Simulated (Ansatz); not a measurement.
Computed with DFT PBE, scalar-relativistic, plane waves, PAW in Ansatz 0.2.0. Settings: cutoff 420 eV, Γ-centred meshes spaced at most about 0.3 Å⁻¹, and about 0.25 Å⁻¹ or finer for metals (2π included), Gaussian smearing. No spin polarisation in the final relaxations.

Temperature and zero-point effects are left out. All come from trial cells, and lower structures may exist.

**Question.** Which of these relaxed structures of Cs₂Au is the lowest in energy?
A.

```
CELL_PARAMETERS angstrom
6.38174 0.00000 0.00000
-3.19087 5.52675 0.00000
0.00000 0.00000 4.28449
ATOMIC_POSITIONS crystal
Cs 0.33333 0.66667 0.50000
Cs 0.66667 0.33333 0.50000
Au 0.00000 0.00000 0.00000
```

B.

```
CELL_PARAMETERS angstrom
0.00000 4.34935 4.34935
4.34935 0.00000 4.34935
4.34935 4.34935 0.00000
ATOMIC_POSITIONS crystal
Cs 0.00000 0.00000 0.00000
Cs 0.25000 0.25000 0.25000
Au 0.75000 0.75000 0.75000
```

**Answer.** B. It has space group F-43m (No. 216); the next, A, with space group P6/mmm (No. 191), lies 20 meV/atom higher. Counting all near atoms (those within 1.25 times the shortest distance at each site; a plus sign parts nearer from farther groups; a slash parts the counts of unlike sites), the lowest has Cs 8/4+6, Au 4+6 and the next has Cs 3+8, Au 14. Even the lowest lies +0.04 eV/atom against the elements.

These runs have no spin–orbit coupling, which can matter for Au. A magnetic state wasn't ruled out in cells without spin, among them F-43m. Cells relaxed within their symmetry can be saddle points. Some candidate types were left out of the draw beforehand, so a known form may be missing.
